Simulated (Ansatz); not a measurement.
TiAl₄Ni₃: zone-centre modes

Method: DFT PBE, scalar-relativistic, plane waves, PAW in Ansatz. Settings: 420 eV plane-wave cutoff, Γ-centred 14×14×4 mesh, Fermi-Dirac smearing of 0.15 eV. No spin polarisation. Phonons by linear response, acoustic sum rule imposed.

Equilibrium structure at this level:
```yaml
crystal:
  lattice:
    - [2.87574, 0.00000, 0.00000]
    - [0.00000, 2.87574, 0.00000]
    - [0.00000, 0.00000, 12.72238]
  atoms:
    - { symbol: Ti, position: [0.50000, 0.50000, 0.00000] }
    - { symbol: Al, position: [0.00000, 0.00000, 0.84430] }
    - { symbol: Al, position: [0.00000, 0.00000, 0.15570] }
    - { symbol: Al, position: [0.00000, 0.00000, 0.38526] }
    - { symbol: Al, position: [0.00000, 0.00000, 0.61474] }
    - { symbol: Ni, position: [0.50000, 0.50000, 0.27107] }
    - { symbol: Ni, position: [0.50000, 0.50000, 0.50000] }
    - { symbol: Ni, position: [0.50000, 0.50000, 0.72893] }
```

It was reached by relaxing an invented guess, and it needn't be the stable form of this composition. In a metal, frequencies depend on the k mesh and the smearing, soft modes most.

Optical modes at Γ:
```tsv
frequency (cm⁻¹)	degeneracy
109	2
120	2
129	1
143	1
170	2
192	1
246	2
268	2
274	2
288	2
295	1
299	1
320	1
344	1
```

All 21 optical modes at Γ are real: no displacement of atoms at fixed cell lowers the energy to second order. Strains and modes at other wave vectors aren't tested by this run.
